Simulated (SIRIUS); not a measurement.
SIRIUS run on CdGeAs₂ (I-42d, 8 atoms in the cell; from Materials Project mp-4953): self-consistent single point.

Level of theory: PBEsol, GBRV PBEsol ultrasoft pseudopotentials (plane waves; SIRIUS).

```
CdGeAs2
1.0
   -2.98888     2.98888     5.66430
    2.98888    -2.98888     5.66430
    2.98888     2.98888    -5.66430
Cd Ge As
2 2 4
Cartesian
  2.98888   0.00000   2.83215
  0.00000   0.00000   5.66430
  0.00000   0.00000   0.00000
  0.00000   2.98888   2.83215
  1.32240   4.48331   1.41607
  1.49444   1.66648   4.24822
  1.66648  -1.49444   7.08037
  1.49444   1.32240  -1.41607
```

Reference input (self-consistent single point, DFT, PBEsol, plane waves, GBRV PBEsol ultrasoft pseudopotentials): parameters.ngridk = 5 5 5; parameters.xc_functionals = [XC_GGA_X_PBE_SOL, XC_GGA_C_PBE_SOL]; parameters.gk_cutoff = 6.325 1/bohr; parameters.pw_cutoff = 14.143 1/bohr; parameters.smearing = fermi_dirac; parameters.smearing_width = 0.00367493 Ha; potentials = GBRV PBEsol ultrasoft pseudopotentials; parameters.electronic_structure_method = pseudopotential; parameters.num_bands = 43; parameters.num_mag_dims = 0; parameters.num_dft_iter = 100; parameters.energy_tol = 1e-07 Ha. This run's input differs from it in these lines:

```diff
@@ -16,3 +16,3 @@
     "pw_cutoff": 14.143,
-    "ngridk": [5, 5, 5],
+    "ngridk": [1, 1, 1],
     "smearing": "fermi_dirac",
```

Output, abridged:

```
[find] density tolerance         : 1e-06
[find] total energy tolerance    : 1e-07
[find] iter_solver_tol (initial) : 0.01
[find] iter_solver_tol (target)  : 1e-13
[find] num_dft_iter              : 100
Charges and magnetic moments
--------------------------------------------------------------------------------
total charge          : 72.000000
[find] | SCF iteration   0 out of 100|
[diagonalize] iterative solver tolerance (occupied, empty): 0.01 0.01
[diagonalize] average number of iterations: 2
[find] Charges and magnetic moments
[find] total charge          : 72.000000
[find] Energy
[find] smearing (-TS)                 :      -0.01427424
   [... lines left out ...]
[find] Charges and magnetic moments
[find] total charge          : 72.000000
[find] Energy
[find] smearing (-TS)                 :      -0.01422478
[find] Total energy                   :    -407.53428678 (Ha),    -815.06857356 (Ry)
[find] Free energy (E-TS)             :    -407.54851155 (Ha),    -815.09702311 (Ry)
[find] band gap (eV)                  :       0.14552323
[find] Efermi                         :       0.23577299
[find] iteration : 31, RMS (target) : 5.3346e-07 (1.0000e-06) , energy difference (target) : 6.5208e-09 (1.0000e-07)
[find] bands are converged : true
[find] iterative solver converged : false
[find] converged after 32 SCF iterations!
[find] Charges and magnetic moments
[find] total charge          : 72.000000
[find] Energy
[find] smearing (-TS)                 :      -0.01422478
[find] Total energy                   :    -407.53428678 (Ha),    -815.06857356 (Ry)
[find] Free energy (E-TS)             :    -407.54851155 (Ha),    -815.09702311 (Ry)
[find] band gap (eV)                  :       0.14552323
[find] Efermi                         :       0.23577299
[ground_state] === stress tensor components [kbar] ===
[ground_state] === stress_total ===
[ground_state]  -112.553618    0.000000    0.000000
[ground_state]     0.000000 -112.553618   -0.000000
[ground_state]     0.000000   -0.000000   17.199773
[ground_state] ==== total Forces in Ha/bohr =====
   [... lines left out ...]
[ground_state] atom:    3, force:       0.0000000      0.0000000      0.0000000
[ground_state] atom:    4, force:       0.0126803     -0.0000000     -0.0000000
[ground_state] atom:    5, force:      -0.0000000     -0.0126803     -0.0000000
[ground_state] atom:    6, force:      -0.0126803      0.0000000     -0.0000000
[ground_state] atom:    7, force:       0.0000000      0.0126803      0.0000000
```

The run converged in 32 iterations. SIRIUS prints the stress tensor with tension positive. Against the reference run the free energy goes up by 355 meV/atom, the pressure goes from -0.54 to 6.93 GPa and the largest force goes from 0.173 to 0.652 eV/Å.

This run is one point of a test of settings, so its values need not be converged; read them against the reference run alone. The structure comes from a collection of computed structures, made at another level of theory; the collection holds predicted forms beside known ones. With one or two k-points the zone of this small cell is coarsely sampled: energies, forces and stress carry that error and can break the symmetry, so a converged loop does not mean converged values.

Cost on one core: roughly 60 core-seconds.

The gap that the log prints is read on the run's mesh, which can miss the band edges or a crossing.
